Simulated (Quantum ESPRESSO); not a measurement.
```cif
data_Rb2Te
_chemical_formula_sum 'Rb2 Te1'
_space_group_name_H-M_alt 'P 1'
_space_group_IT_number 1
_cell_length_a 6.02028
_cell_length_b 6.02028
_cell_length_c 6.02028
_cell_angle_alpha 60.000
_cell_angle_beta 60.000
_cell_angle_gamma 60.000
loop_
_space_group_symop_operation_xyz
  'x, y, z'
loop_
_atom_site_label
_atom_site_type_symbol
_atom_site_fract_x
_atom_site_fract_y
_atom_site_fract_z
_atom_site_occupancy
Rb1 Rb 0.25000 0.25000 0.25000 1
Rb2 Rb 0.75000 0.75000 0.75000 1
Te1 Te 0.00000 0.00000 0.00000 1
```

The PBEsol cell relaxed from Materials Project entry mp-441 was given an isotropic strain of +1 % on all lattice vectors, and the atoms were relaxed again.

Question: What does PBEsol (pw.x of Quantum ESPRESSO, ONCV potentials, scalar-relativistic) give for the electronic structure near the Fermi level?

Answer: The PBEsol gap is indirect, 1.85 eV, from X to Γ; the smallest direct gap is 2.07 eV. Another valence extremum on the path lies within 0.02 eV, too close to call. Without spin-orbit coupling, band edges of such heavy elements can be off by tenths of an eV.

The structure is a Materials Project entry; no match was found in the copy of COD used, and its stability was not checked.
